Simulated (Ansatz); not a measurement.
Polymorphs of B2W, each relaxed with r²SCAN in the plane-wave PAW code Ansatz:

A: P6_3/mmc
a = 3.011 Å, b = 3.011 Å, c = 13.958 Å, α = 90.00°, β = 90.00°, γ = 120.00°

| atom | site | symmetry | x | y | z |
|---|---|---|---|---|---|
| B | 4f | 3m. | 0.6667 | 0.3333 | 0.0233 |
| B | 2b | -6m2 | 0.0000 | 0.0000 | 0.2500 |
| B | 2d | -6m2 | 0.6667 | 0.3333 | 0.2500 |
| W | 4f | 3m. | 0.3333 | 0.6667 | 0.1355 |

B: P6/mmm
a = 3.0012 Å, b = 3.0012 Å, c = 3.3646 Å, α = 90.00°, β = 90.00°, γ = 120.00°

| atom | site | symmetry | x | y | z |
|---|---|---|---|---|---|
| W | 1a | 6/mmm | 0.0000 | 0.0000 | 0.0000 |
| B | 2d | -6m2 | 0.3333 | 0.6667 | 0.5000 |

Task: Rank these by energy per atom at 0 K (lowest first), as r²SCAN gives it.

Result: A (+0 meV/atom), B (+283 meV/atom)

Standing as an ambient phase not checked: A; B. All cells were relaxed under the symmetry of their starts (and spin orders); stability against distortions was not tested throughout. Rows with no word on spin ran without spin polarisation. Scalar-relativistic: spin–orbit coupling is off unless named, which matters more the heavier the elements.

Energies hold the estimated change up to a 700 eV cutoff; steps of a few meV lie near the error of the meshes.

Potentials: the later of the program's two PAW sets.
